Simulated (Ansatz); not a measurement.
# Two-dimensional strain map in TlSn

The calculation used DFT PBEsol, scalar-relativistic, plane waves, PAW in Ansatz 0.2.0. Settings: plane waves to 420 eV, k-mesh 14×14×12 (Γ-centred), Gaussian smearing 0.15 eV. Spin–orbit coupling is left out, which can shift energies with elements as heavy as these. No spin polarisation. Energies are free energies at this smearing, counted from the undisturbed cell; pressure is positive in compression.

Reference structure (as given, not relaxed at this level; it stands at -1.7 GPa, and it needn't be the usual structure):

```
CELL_PARAMETERS angstrom
3.61473 0.00000 0.00000
0.00000 3.61473 0.00000
0.00000 0.00000 4.37500
ATOMIC_POSITIONS crystal
Tl 0.00000 0.00000 0.00000
Sn 0.50000 0.50000 0.50000
```

The cell is strained by p along both x and y and by q along z, fractional coordinates fixed. Points are written (p, q).

p was sampled at -0.030, -0.015, 0.000, 0.015, 0.030 and q at -0.030, -0.015, 0.000, 0.015, 0.030.

**Question.** Where on the computed points is the energy highest, and how high?

**Answer.** At (0.030, 0.030): 51.8 meV/atom.

**Question.** Away from (0, 0), which computed point is lowest?

**Answer.** (-0.030, 0.030): -10.8 meV/atom.

The map, in meV/atom:

| p \ q | -0.030 | -0.015 | 0.000 | 0.015 | 0.030 |
| --- | --- | --- | --- | --- | --- |
| -0.030 | 4.0 | -2.8 | -7.3 | -9.9 | -10.8 |
| -0.015 | -3.2 | -6.3 | -7.3 | -6.5 | -4.1 |
| 0.000 | -2.3 | -2.1 | 0.0 | 3.8 | 9.1 |
| 0.015 | 5.1 | 8.7 | 13.7 | 20.2 | 28.0 |
| 0.030 | 18.3 | 25.0 | 32.8 | 41.7 | 51.8 |